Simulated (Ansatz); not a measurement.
The calculation used DFT PBE, scalar-relativistic, plane waves, PAW in Ansatz. Settings: cutoff 420 eV, Γ-centred meshes spaced at most about 0.3 Å⁻¹, and about 0.25 Å⁻¹ or finer for metals (2π included), Gaussian smearing. Collinear spin in cells that started with moments and kept them past the coarse steps, no spin elsewhere.

All energies are static (0 K, no zero-point motion).

Compare these two cells of GdIrF, each relaxed at this level.

1. (site moments Gd 6.7; Ir 0.3 μB)

```
CELL_PARAMETERS angstrom
3.70584 0.00000 0.00000
0.00000 3.70584 0.00000
0.00000 0.00000 4.29261
ATOMIC_POSITIONS crystal
Gd 0.50000 0.50000 0.50000
Ir 0.00000 0.00000 0.00000
F 0.50000 0.50000 0.00000
```

2. (site moments Gd 6.9 (×2) μB)

```
CELL_PARAMETERS angstrom
4.20148 0.00000 0.00000
-2.10074 3.63859 0.00000
0.00000 0.00000 7.01200
ATOMIC_POSITIONS crystal
Gd 0.00000 0.00000 0.00000
Gd 0.00000 0.00000 0.50000
Ir 0.33333 0.66667 0.25000
Ir 0.66667 0.33333 0.75000
F 0.33333 0.66667 0.75000
F 0.66667 0.33333 0.25000
```

Question: Which is lower in energy, and by how much?

Answer: Cell 2 is lower, by 193 meV/atom. Cell 1 has space group P4/mmm (No. 123), 19.7 Å³/atom and no gap on its mesh; cell 2 has space group P6_3/mmc (No. 194), 17.9 Å³/atom and no gap. Counting F atoms around Gd and Ir (those within 1.25 times the shortest such distance or 1.15 times the sum of covalent radii, 1.27 where that leaves under three; the shortest distance is added where it exceeds 1.18 times the sum of covalent radii), cell 1 has Gd 2, Ir 4 from 2.6 Å and cell 2 has Gd 6 from 3.0 Å, Ir 3 from 2.4 Å. The denser one is the lower, and pressure would at first widen the difference. Both come from invented guesses. A third cell relaxed alike, in P4/nmm, lies 1.23 eV/atom below the lower of the two.

Spin–orbit coupling, which can matter for Ir, is left out. The 4f shell of Gd is treated without a Hubbard U, which places its levels poorly. The magnetic state reached may not be the lowest. Cells relaxed within their symmetry can be saddle points. Some structure types and database cells were kept out of the candidates from the start, so a known form may be missing.
